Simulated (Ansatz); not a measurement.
**Band structure of Nb₃Pb**

```
Nb Pb
1.0
     5.31900    0.00000    0.00000
     0.00000    5.31900    0.00000
     0.00000    0.00000    5.31900
Nb Pb
6 2
Direct
  0.25000 0.00000 0.50000
  0.50000 0.75000 0.00000
  0.75000 0.00000 0.50000
  0.50000 0.25000 0.00000
  0.00000 0.50000 0.75000
  0.00000 0.50000 0.25000
  0.00000 0.00000 0.00000
  0.50000 0.50000 0.50000
```

Atoms are numbered in the order listed.

The cell is COD entry 1522362, as deposited and not checked against the literature; nothing was relaxed.

Spin–orbit coupling is left out, though it moves levels of the heavy atoms by tenths of an eV or more.

All numbers below come from DFT, PBE, all-electron LAPW, scalar-relativistic in Ansatz 0.2.0.

Numerical set-up: a Γ-centred 6×6×6 k mesh, Fermi–Dirac smearing of 0.05 eV, basis error target 1 meV/atom, no spin polarisation.

Points in fractions of the reciprocal vectors of this cell: Γ (0, 0, 0), X (0, 0.5, 0), M (0.5, 0.5, 0), R (0.5, 0.5, 0.5). The path joins them by straight lines in the order Γ–X–M–Γ–R–X–R–M; legs that retrace an earlier one aren't tabulated. Energies are in eV from the Fermi level.

(1) Is there a gap?

(2) List the levels between -20 and 7.5 eV at the symmetry points.

## Answers

(1) none: bands cross the Fermi level, a metal.

(2) 
Γ: -16.67 (×2), -16.64 (×2), -16.60 (×3), -16.58 (×3), -10.33, -9.12, -3.61 (×3), -3.22 (×3), -2.73 (×2), -2.39, -1.90 (×3), -1.47, -0.47 (×3), -0.10 (×2), 1.47, 2.22 (×3), 3.30 (×2), 3.71 (×3), 3.76 (×3), 3.86 (×2), 4.08, 5.11 (×3), 6.56 (×3)
X: -16.66 (×2), -16.64 (×2), -16.63 (×2), -16.60 (×2), -16.59 (×2), -9.50 (×2), -4.45 (×2), -3.40 (×2), -2.88 (×2), -2.03 (×2), -1.42 (×2), -1.12 (×2), -0.94 (×2), -0.84 (×2), -0.37 (×2), 1.47 (×2), 2.10 (×2), 2.57 (×2), 2.79 (×2), 3.00 (×2), 3.68 (×2), 4.14 (×2), 4.17 (×2), 5.46 (×2), 6.21 (×2), 7.09 (×2)
M: -16.66 (×2), -16.65 (×3), -16.62 (×2), -16.61, -16.59 (×2), -9.22 (×2), -4.99, -4.63, -2.70, -2.53 (×2), -2.49, -2.33 (×2), -1.99, -1.88, -1.57, -0.97, 0.06 (×2), 0.14, 0.18 (×2), 0.68, 0.70 (×2), 0.77, 0.87, 1.06, 1.34, 2.34, 2.45 (×2), 2.91, 3.52, 3.56 (×2), 3.85, 4.31, 4.34 (×2), 5.61 (×2), 6.75, 7.17
R: -16.65 (×4), -16.62 (×6), -8.99 (×2), -3.47 (×6), -1.35 (×6), 0.09 (×6), 0.19 (×4), 2.39 (×6), 3.21 (×6), 3.30 (×2), 6.93 (×2)
